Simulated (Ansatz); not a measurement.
Method: PBE, no spin polarisation; PAW, plane waves to 420 eV, 9×9×2 Γ-centred mesh, fermi-dirac occupations (width 0.1 eV) (Ansatz 0.2.0), atoms fixed.

Computed maps in the lattice plane spanned by a (left to right, 4.14 Å, 13 points from zero) and b (bottom to top, 4.14 Å, 13 points from zero), 120° apart, at height 0.750 along c. The fields are smooth PAW ones with compensation charges, not the true ones near nuclei.

Valence density. Digits on a logarithmic scale: 0 up to 0.03 e/Å³, each further digit a factor of 1.6, 9 from 1.3 e/Å³ up:
```
1134678764311
2347999974322
3479999974333
5699999965555
6799999766666
7899998777777
7799977777777
6677667763677
5444567733776
3333567767765
2123567777653
1123567776532
0123567765321
```

ELF. Ten even steps from '0' (0.00) to '9' (0.87):
```
0012222222100
1122455422111
3224686422333
4246996424666
4258985248888
4256652499899
4244424993399
4222249910099
4222489300398
3113688303886
1013689999863
0013689998631
0013444444310
```

Question: The cell is Cd$_{3}$P$_{3}$Au. Which atoms lie within 0.2 Å of this plane, and where (fractions of a and b)?

Answer: Cd at (0.33, 0.67), P at (0.67, 0.33). The whole cell:
```
CELL_PARAMETERS angstrom
4.13747 0.00000 0.00000
-2.06873 3.58315 0.00000
0.00000 0.00000 20.27213
ATOMIC_POSITIONS crystal
Cd 0.33330 0.66670 0.12724
Cd 0.66660 0.33330 0.62724
Cd 0.33330 0.66670 0.37276
Cd 0.66670 0.33340 0.87276
Au 0.00000 0.00000 0.00000
Au 0.00000 0.00000 0.50000
P 0.33330 0.66670 0.57775
P 0.66660 0.33330 0.07775
P 0.33330 0.66670 0.92225
P 0.66670 0.33340 0.42225
Cd 0.33330 0.66670 0.75000
Cd 0.66660 0.33330 0.25000
P 0.33330 0.66670 0.25000
P 0.66660 0.33330 0.75000
```

Origin: a known structure type with other elements, at an estimated volume, so it need not be a known compound. Caveats: many states at the Fermi level without spin polarisation, so a magnetic state may lie lower.
